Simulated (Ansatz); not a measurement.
In PBEsol in the plane-wave PAW code Ansatz, AgW in the rock salt structure (Fm-3m) relaxes to a = 5.267 Å. Ag has 6 nearest neighbours from 2.63 Å (octahedral); W has 6 nearest neighbours from 2.63 Å (octahedral). Its formation energy from the elements is 2.04 eV/atom, with no fitted shifts.

Electronic character: metallic (no gap). Gap from PBEsol with spin–orbit coupling: none (metallic).

An equation-of-state fit gives a bulk modulus of 173 GPa. The relaxed-ion elastic constants in GPa are C11 = 406, C12 = 57.7, C44 = -18.9. The highest mode at Γ lies at 151 cm⁻¹.

The start of the workflow was typed in or built on a structure type; neither database checked (COD, Materials Project) lists it. Whether it is the stable phase at ambient conditions was not checked. The PBEsol relaxation kept the symmetry of its start. At this level the phase is mechanically unstable. No spin polarisation was allowed. Its formation energy is positive at this level, so the cell may be metastable or incomplete. As this level gives no gap, shear constants depend on the k-mesh and smearing (Fermi–Dirac, 0.1 eV here). As this level gives no gap, phonon frequencies hold no LO–TO term and depend on the k-mesh and smearing (Fermi–Dirac, 0.1 eV here). The references are the lowest solids computed at this level, not always the standard phases. Spin–orbit coupling is left out wherever it is not named.

Potentials: the earlier of the program's two PAW sets. The files were generated under PBE; for other functionals the program regenerates the frozen cores, and for LDA and PBEsol the local potential too.
